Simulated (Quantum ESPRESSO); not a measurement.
**Band energies of CuCl at -3 % isotropic strain**

```
CELL_PARAMETERS angstrom
      1.81363     1.04725     2.96208
     -1.81403     1.04718     2.96186
     -0.00013    -2.09443     2.96197
ATOMIC_POSITIONS crystal
  Cl 0.00000 0.00000 0.00000
  Cu 0.25000 0.25000 0.25000
```

PBEsol (pw.x of Quantum ESPRESSO, ONCV potentials, without SOC); path ΓXWKΓLUWLK,UX; energies in eV from the valence-band maximum.

```
k (1/Å)  point  band 9  band 10  band 11  band 12  band 13  band 14  band 15  band 16
-------  -----  ------  -------  -------  -------  -------  -------  -------  -------
0.00         Γ   -2.14    -2.14     0.00     0.00     0.00     0.75     6.49     6.49
0.33             -2.23    -2.09    -0.44    -0.34    -0.34     1.89     5.72     7.10
0.67             -2.41    -1.99    -1.00    -1.00    -0.98     3.23     4.80     8.32
1.00             -2.45    -1.90    -1.70    -1.51    -1.51     3.21     4.62     9.10
1.22         X   -2.37    -1.97    -1.88    -1.61    -1.61     3.16     4.55     9.61
1.35             -2.38    -2.02    -1.89    -1.61    -1.53     3.27     4.64     9.45
1.71             -2.45    -2.25    -1.89    -1.60    -1.19     4.68     5.71     7.96
1.84         W   -2.46    -2.26    -1.89    -1.60    -1.17     4.97     5.93     7.65
2.05             -2.46    -2.17    -1.90    -1.57    -1.20     4.50     5.66     7.92
2.27         K   -2.48    -2.04    -1.93    -1.48    -1.28     4.04     5.56     8.43
2.37             -2.46    -2.09    -1.85    -1.51    -1.16     4.30     5.73     8.05
2.67             -2.21    -2.16    -1.69    -1.42    -0.72     4.61     5.71     6.70
3.07             -2.23    -2.10    -0.95    -0.76    -0.21     2.69     5.92     6.94
3.37             -2.16    -2.13    -0.31    -0.14    -0.03     1.24     6.29     6.61
3.57         Γ   -2.14    -2.14     0.00     0.00     0.00     0.75     6.49     6.49
3.68             -2.14    -2.14    -0.13    -0.02    -0.02     0.92     6.44     6.54
3.99             -2.16    -2.16    -0.93    -0.26    -0.26     2.15     6.06     6.99
4.31             -2.11    -2.11    -1.67    -0.62    -0.62     2.93     6.64     7.10
4.63         L   -2.04    -2.04    -1.96    -0.81    -0.81     3.03     6.99     6.99
4.95             -2.21    -2.07    -1.92    -1.13    -0.94     3.94     5.85     7.62
5.27             -2.46    -2.07    -1.89    -1.46    -1.20     4.21     5.67     8.11
5.38         U   -2.48    -2.04    -1.93    -1.48    -1.28     4.04     5.56     8.43
5.70             -2.45    -2.24    -1.89    -1.59    -1.17     4.84     5.81     7.60
5.81         W   -2.46    -2.26    -1.89    -1.60    -1.17     4.97     5.93     7.65
5.99             -2.43    -2.22    -1.88    -1.56    -1.14     5.04     5.69     7.12
6.25             -2.29    -2.11    -1.90    -1.30    -1.01     4.54     5.48     7.31
6.51             -2.10    -2.05    -1.94    -0.93    -0.85     3.34     6.42     7.17
6.68         L   -2.04    -2.04    -1.96    -0.81    -0.81     3.03     6.99     6.99
6.76             -2.06    -2.04    -1.96    -0.84    -0.82     3.10     6.79     7.04
7.01             -2.22    -2.07    -1.92    -1.15    -0.95     3.98     5.81     7.67
7.26             -2.43    -2.07    -1.89    -1.43    -1.15     4.30     5.67     7.93
7.43         K   -2.48    -2.04    -1.93    -1.48    -1.28     4.04     5.56     8.43
7.43         U   -2.48    -2.04    -1.93    -1.48    -1.28     4.04     5.56     8.43
7.86         X   -2.37    -1.97    -1.88    -1.61    -1.61     3.16     4.55     9.61
```

The PBEsol gap is direct, 0.75 eV at Γ.

The filled Cu 3d shell has no Hubbard U; semilocal functionals place it too high.

Geometry strained from the cell relaxed with PBEsol, atoms relaxed again.
